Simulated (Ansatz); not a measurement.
Si₂GeN₄ on the sites of β-Si3N4 (relaxed group P2_1/m) at its r2SCAN geometry, run in Ansatz 0.2.0 at 2 levels of theory. The cell comes from a prototype generator: it can be a known phase or a hypothetical one. No magnetic order is allowed.

The PBE+SOC input:
```yaml
crystal:
  lattice:
    - [7.7779721201, 0.0, -0.0185310858]
    - [0.0, 2.9603267893, 0.0]
    - [-3.9050164357, 0.0, 6.7048984248]
  atoms:
    - { symbol: Si, position: [0.4068711814, 0.25, 0.1699755337] }
    - { symbol: Si, position: [0.1800000003, 0.75, 0.772576812] }
    - { symbol: Ge, position: [0.2309246615, 0.75, 0.4043613951] }
    - { symbol: Ge, position: [0.7690753385, 0.25, 0.5956386049] }
    - { symbol: Si, position: [0.8199999997, 0.25, 0.227423188] }
    - { symbol: Si, position: [0.5931288186, 0.75, 0.8300244663] }
    - { symbol: "N", position: [0.6626169322, 0.25, 0.3239828349] }
    - { symbol: "N", position: [0.3373830678, 0.75, 0.6760171651] }
    - { symbol: "N", position: [0.3035484155, 0.25, 0.3215971652] }
    - { symbol: "N", position: [0.3324014495, 0.75, 0.030802777] }
    - { symbol: "N", position: [0.9578947178, 0.75, 0.295349989] }
    - { symbol: "N", position: [0.0421052822, 0.25, 0.704650011] }
    - { symbol: "N", position: [0.6964515845, 0.75, 0.6784028348] }
    - { symbol: "N", position: [0.6675985505, 0.25, 0.969197223] }
kpoints:
  mp_grid: { grid: [4, 8, 4] }
  band_path:
    path:
      - [0.0, 0.0, 0.0]
      - [0.0, -0.5, 0.0]
      - [0.5, -0.5, -0.5]
      - [0.5, 0.0, -0.5]
      - [0.0, 0.0, -0.5]
      - [0.0, -0.5, -0.5]
      - [-0.5, -0.5, 0.0]
      - [-0.5, 0.0, 0.0]
      - [0.0, 0.161458, 0.0]
    npoints: 1
hamiltonian:
  xc: pbe
scf:
  occupations: { method: fixed }
  n_extra_bands: 14
magnetization:
  noncollinear: true
  spin_orbit: true
output:
  forces: true
  stress: true
  eigenvalues: true
```

Main results, then, where recorded, the levels near the gap in eV from the Fermi energy (columns number the bands from 0), one row a point of the path (Γ, Z, D, B, A, E, C₂, Y₂, Γ–Z (0.32)):
```
Crystal: 14 atoms, lattice volume = 154.168 Å³
Symmetry: 4 space group operations + 4 with time reversal
Magnetic group: BNS 11.51 (UNI 58)
```
```
Basis set: ecut = 420 eV, 2995 PW (Γ)
Bands: 98, of which v1, the nominal top of the filled ones, is band 84 counted from 1 (83 counted from 0)
k-points: 50 of 128
Free energy (F): -14215.224421 eV
Fermi energy:    8.544096 eV
--- Forces (eV/Å), atoms counted from 1 ---
  atom   1  Si      0.02461      0.00000    -0.05637
  atom   2  Si    -0.03061      0.00000    -0.03547
  atom   3  Ge      0.00984      0.00000      0.00364
  atom   4  Ge    -0.00984      0.00000    -0.00364
  atom   5  Si      0.03061      0.00000      0.03547
  atom   6  Si    -0.02461      0.00000      0.05637
  atom   7  N       0.01762      0.00000    -0.08225
  atom   8  N     -0.01762      0.00000      0.08225
  atom   9  N       0.13951      0.00000    -0.09930
  atom  10  N     -0.01198      0.00000    -0.01405
  atom  11  N     -0.05896      0.00000    -0.01235
  atom  12  N       0.05896      0.00000      0.01235
  atom  13  N     -0.13951      0.00000      0.09930
  atom  14  N       0.01198      0.00000      0.01405
--- Stress (GPa, compression-positive) ---
        5.884793       0.000000      -0.041985
        0.000000       6.178244       0.000000
       -0.041988       0.000000       5.764893
  P = ⅓ Tr σ = 5.9426 GPa (59.426 kbar)
```
```tsv
band_76	band_77	band_78	band_79	band_80	band_81	band_82	band_83	band_84	band_85	band_86	band_87	band_88	band_89
-0.997	-0.997	-0.400	-0.400	-0.376	-0.376	-0.116	-0.116	3.758	3.758	4.047	4.047	4.491	4.491
-1.420	-1.420	-1.420	-1.420	-1.207	-1.207	-1.207	-1.207	4.354	4.354	4.354	4.354	4.828	4.828
-1.326	-1.326	-1.326	-1.326	-1.035	-1.035	-1.035	-1.035	4.660	4.660	4.660	4.660	5.293	5.293
-1.391	-1.391	-0.682	-0.682	-0.208	-0.208	-0.193	-0.193	4.381	4.381	4.387	4.387	4.782	4.782
-1.226	-1.226	-0.649	-0.649	-0.244	-0.244	-0.178	-0.178	4.199	4.199	4.453	4.453	4.814	4.814
-1.385	-1.385	-1.385	-1.385	-0.872	-0.872	-0.872	-0.872	4.107	4.107	4.107	4.107	5.680	5.680
-1.360	-1.360	-1.360	-1.360	-0.980	-0.980	-0.980	-0.980	4.619	4.619	4.619	4.619	5.447	5.447
-1.158	-1.158	-0.706	-0.706	-0.282	-0.282	-0.145	-0.145	3.835	3.835	4.602	4.602	4.645	4.645
-1.205	-1.205	-1.089	-1.089	-0.888	-0.888	0.011	0.011	4.709	4.709	4.794	4.794	5.791	5.791
```

PBE+SOC gives an indirect gap of 3.75 eV, from Γ–Z (0.32 of the way from Γ) to Γ; the least direct gap is 3.87 eV at Γ.

PBE0. Against the first input these blocks differ (the band path and keys that only write files left aside):
```yaml
kpoints:
  mp_grid: { grid: [2, 6, 2] }
hamiltonian:
  xc: pbe0
scf:
  occupations: { method: fixed }
  n_extra_bands: 7
```
(magnetization left out)

```
Basis set: ecut = 420 eV, 2995 PW (Γ)
Bands: 49, of which v1, the nominal top of the filled ones, is band 42 counted from 1 (41 counted from 0)
k-points: 16 of 24
Exchange kernel: α = 0.2500, full range, Wigner–Seitz truncation, v(0) = 8200.7744 eV·Å³, q-mesh 2×6×2
hybrid outer 1: dexx = +4.670e-2 eV, tail = 1.29e-4 eV
hybrid outer 2: dexx = +1.551e-6 eV, tail = 4.19e-8 eV, Δε = 1.83e-3 eV, ΔF = 3.05e-3 eV/Å
Free energy (F): -14220.272589 eV
Fermi energy:    7.233790 eV
--- Forces (eV/Å), atoms counted from 1 ---
  atom   1  Si      0.02711      0.00000    -0.01656
  atom   2  Si      0.05354      0.00000      0.01814
  atom   3  Ge      0.02994      0.00000      0.00717
  atom   4  Ge    -0.02994      0.00000    -0.00717
  atom   5  Si    -0.05354      0.00000    -0.01814
  atom   6  Si    -0.02711      0.00000      0.01656
  atom   7  N     -0.00170      0.00000      0.04951
  atom   8  N       0.00170      0.00000    -0.04951
  atom   9  N     -0.05416      0.00000      0.02947
  atom  10  N     -0.01672      0.00000      0.00865
  atom  11  N       0.02756      0.00000    -0.00206
  atom  12  N     -0.02756      0.00000      0.00206
  atom  13  N       0.05416      0.00000    -0.02947
  atom  14  N       0.01672      0.00000    -0.00865
--- Stress (GPa, compression-positive) ---
       -0.849556       0.000000       0.037395
        0.000000      -0.723262       0.000000
        0.037388       0.000000      -0.769647
  P = ⅓ Tr σ = -0.7808 GPa (-7.808 kbar)
```
```tsv
band_38	band_39	band_40	band_41	band_42	band_43	band_44
-1.008	-0.447	-0.412	-0.147	6.027	6.303	6.758
-1.558	-1.558	-1.307	-1.307	6.539	6.539	6.979
-1.439	-1.439	-1.118	-1.118	6.889	6.889	7.576
-1.482	-0.720	-0.234	-0.229	6.641	6.643	6.986
-1.306	-0.704	-0.276	-0.212	6.453	6.713	7.079
-1.522	-1.522	-0.938	-0.938	6.355	6.355	7.880
-1.487	-1.487	-1.074	-1.074	6.825	6.825	7.744
-1.241	-0.744	-0.323	-0.171	6.106	6.843	6.906
-1.311	-1.152	-0.921	0.000	7.043	7.165	8.024
```

PBE0 gives an indirect gap of 6.03 eV, from Γ–Z (0.32 of the way from Γ) to Γ; the least direct gap is 6.17 eV at Γ. With the atoms held, the mean pressure is -0.8 GPa (compression positive). (The program warns that its thresholds are loose for a hybrid's stress.)

The hybrids run on coarser meshes, which limits their stresses and small splittings of levels.

Totals of different functionals, or with and without spin-orbit coupling, can't be compared.

Only the levels marked +SOC include spin-orbit coupling.

The meshes of the hybrids are coarse, so their gaps aren't converged to the digits shown.
